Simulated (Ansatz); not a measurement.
Method: Ansatz 0.2.0, DFT PBE, scalar-relativistic, plane waves, PAW, and for the lanthanide a 4f-in-core norm-conserving potential. All cells share a 690 eV cutoff and Γ-centred k meshes spaced at most about 0.3 Å⁻¹ (about 0.25 or finer for metals, 2π included). No spin polarisation in the final relaxations.

These are static total energies at zero pressure.

Two forms of HoNb2As3 were relaxed alike.

A.

```yaml
crystal:
  lattice:
    - [-2.71014, 2.71014, 4.94359]
    - [2.71014, -2.71014, 4.94359]
    - [2.71014, 2.71014, -4.94359]
  atoms:
    - { symbol: Ho, position: [0.50000, 0.50000, 0.00000] }
    - { symbol: Nb, position: [0.75000, 0.25000, 0.50000] }
    - { symbol: Nb, position: [0.25000, 0.75000, 0.50000] }
    - { symbol: As, position: [0.50000, 0.00000, 0.50000] }
    - { symbol: As, position: [0.00000, 0.50000, 0.50000] }
    - { symbol: As, position: [0.00000, 0.00000, 0.00000] }
```

B.

```yaml
crystal:
  lattice:
    - [5.97661, 0.00000, 0.00000]
    - [-2.98830, 5.17589, 0.00000]
    - [0.00000, 0.00000, 3.96973]
  atoms:
    - { symbol: Ho, position: [0.00000, 0.00000, 0.00000] }
    - { symbol: Nb, position: [0.66667, 0.33333, 0.00000] }
    - { symbol: Nb, position: [0.33333, 0.66667, 0.00000] }
    - { symbol: As, position: [0.00000, 0.50000, 0.50000] }
    - { symbol: As, position: [0.50000, 0.50000, 0.50000] }
    - { symbol: As, position: [0.50000, 0.00000, 0.50000] }
```

Task: Which is lower in energy, and by how much?

Result: B is lower, by 0.61 eV/atom. A has space group I4/mmm (No. 139), 24.2 Å³/atom and no gap on its mesh; B has space group P6/mmm (No. 191), 20.5 Å³/atom and no gap. Counting As atoms around Ho and Nb (those within 1.25 times the shortest such distance or 1.15 times the sum of covalent radii, 1.27 where that leaves under three), A has Ho 4, Nb 2 and B has Ho 12, Nb 6. The denser one is the lower, and pressure would at first widen the difference. Both come from invented guesses.

A magnetic state wasn't ruled out in cells without spin, among them P6/mmm. Cells relaxed within their symmetry can be saddle points.

The lanthanide is trivalent by construction, without f bands, f moments or other valences.
